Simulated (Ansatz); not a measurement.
Method: DFT, PBEsol, plane waves (420 eV) with PAW, scalar-relativistic (Ansatz). The PAW files were generated under PBE, with cores re-solved for the functional.

An element in the simple cubic structure gives this curve. The cell is scaled uniformly from the relaxed one, with fractional coordinates and shape fixed. Energies are extrapolated to zero smearing, pressures are those at the given smearing. Magnetic state: spin not included.

```tsv
V (Å³/atom)	E − E₀ (meV/atom)	P (GPa)
29.439	42.0	4.17
30.777	16.2	2.48
32.115	3.1	1.11
33.453	0.2	-0.03
34.791	6.1	-0.99
36.129	19.5	-1.81
37.468	39.0	-2.48
```

**Question.** Which element is it?
A. antimony
B. lutetium
C. lanthanum
D. thallium

**Answer.** C. Its fit is V₀ = 33.18 Å³/atom, B₀ = 27 GPa, B₀′ = 3.3.
